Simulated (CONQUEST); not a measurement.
## Parameter sweep on ZnS (P6_3mc, 8 atoms in the cell; from Materials Project mp-560588, lattice scaled a little)

```
CELL_PARAMETERS angstrom
      3.85527     0.00000     0.00000
      0.00000     6.67753     0.00000
      0.00000     0.00000     6.31907
ATOMIC_POSITIONS crystal
  Zn 0.00000 0.33333 0.00014
  Zn 0.50000 0.16667 0.50014
  Zn 0.50000 0.83333 0.00014
  Zn 0.00000 0.66667 0.50014
  S  0.00000 0.33333 0.37486
  S  0.50000 0.16667 0.87486
  S  0.50000 0.83333 0.37486
  S  0.00000 0.66667 0.87486
```

Base run A: PBE, numerical atomic orbitals double-zeta with polarisation (the shipped basis), PseudoDojo norm-conserving potentials made for PBE (CONQUEST), self-consistent single point.

Its settings: basis = DZP; Diag.MPMeshX, Y, Z = 6 4 4; potentials = PseudoDojo norm-conserving PBE; Grid.GridCutoff = 175 Ha; DM.SolutionMethod = diagon; Diag.kT = 0.0001 Ha; Diag.GammaCentred = true; minE.SCTolerance = 1.0e-06; SC.MaxIters = 100; SC.LinearMixingFactor = 0.3; AtomMove.TypeOfRun = static.

The program uses no crystal symmetry, so grid and mesh can part values that symmetry would make equal. The atom-centred basis is finite, which shifts total energies, pressures and gaps against plane waves. The structure comes from a collection of computed structures, made at another level of theory; the collection holds predicted forms beside known ones. Its lattice was then scaled.

ΔF is the free energy per atom less that of run A. 

```csv
run,change,ΔF (meV/atom),pressure (GPa),gap on the mesh (eV)
A,base,0.00,1.71,2.249
B,lattice vector c scaled by 0.98,8.4,3.29,2.390
C,lattice vector c scaled by 0.99,3.0,2.44,2.320
D,lattice vector c scaled by 1.01,-1.16,1.05,2.176
E,lattice vector c scaled by 1.02,-0.52,0.42,2.104
```

Run E against A: The free energy hardly moves (within 1 meV/atom), the pressure goes from 1.71 to 0.42 GPa and the gap on the mesh goes from 2.249 to 2.104 eV.

Run C against A: The free energy goes up by 3.0 meV/atom, the pressure goes from 1.71 to 2.44 GPa and the gap on the mesh goes from 2.249 to 2.320 eV.

Run D against A: The free energy goes down by 1.2 meV/atom, the pressure goes from 1.71 to 1.05 GPa and the gap on the mesh goes from 2.249 to 2.176 eV.
